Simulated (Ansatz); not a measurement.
Consider the following.

GaSb:
```xyz
2
Lattice="0.0000 3.0657 3.0657 3.0657 0.0000 3.0657 3.0657 3.0657 0.0000" Properties=species:S:1:pos:R:3 pbc="T T T"
Sb     4.5986     4.5986     4.5986
Ga     0.0000     0.0000     0.0000
```

This is the r²SCAN-relaxed structure. Tensor components refer to the Cartesian frame of this cell.

**Question.** All from r²SCAN (plane waves, PAW; program Ansatz), unless another level is named. Predict the Poisson's ratio.

**Answer.** 0.23.

**Question.** Predict the piezoelectric stress constants (proper, relaxed ions, C/m²).

**Answer.** e14 = e25 = e36 = 0.28.

Space group F-43m (zinc blende). Symmetry was held in the r²SCAN relaxation; of distortions, only those at the zone centre were tested. Spin–orbit coupling is left out wherever it is not named.

Potentials: the later of the program's two PAW sets.
